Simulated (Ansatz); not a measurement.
Data:

AlSiCN:
```cif
data_C3Al3N3Si3
_chemical_formula_sum 'Al3 N3 Si3 C3'
_space_group_name_H-M_alt 'R3m :H'
_space_group_IT_number 160
_space_group_name_Hall 'R 3 -2"'
_cell_length_a 3.11461
_cell_length_b 3.11461
_cell_length_c 15.22352
_cell_angle_alpha 90.000
_cell_angle_beta 90.000
_cell_angle_gamma 120.000
loop_
_atom_site_label
_atom_site_type_symbol
_atom_site_symmetry_multiplicity
_atom_site_Wyckoff_symbol
_atom_site_fract_x
_atom_site_fract_y
_atom_site_fract_z
_atom_site_occupancy
Al1 Al 3 a 0.00000 0.00000 0.99508 1
N1 N 3 a 0.00000 0.00000 0.12719 1
Si1 Si 3 a 0.00000 0.00000 0.50667 1
C1 C 3 a 0.00000 0.00000 0.62109 1
```
(The calculation used a cell of 4 atoms; values per cell refer to that cell.)

This is the PBEsol-relaxed structure.

Problem. All from DFT-PBEsol in the program Ansatz with PAW potentials, unless another level is named. Estimate the highest zone-centre frequency.

Solution. 952 cm⁻¹.

Problem. Predict the bulk modulus (Birch–Murnaghan fit).

Solution. 185 GPa.

The start of the workflow was typed in or built on a structure type; neither database checked (COD, Materials Project) lists it. Its standing as an ambient phase is unchecked. The PBEsol relaxation kept the symmetry of its start; whether a distortion lowers the energy is not shown. A small band overlap can be real or an error of a semilocal functional. As this level gives no gap, phonon frequencies hold no LO–TO term and depend on the k-mesh and smearing (Fermi–Dirac, 0.1 eV here).

Potentials: the later of the program's two PAW sets.
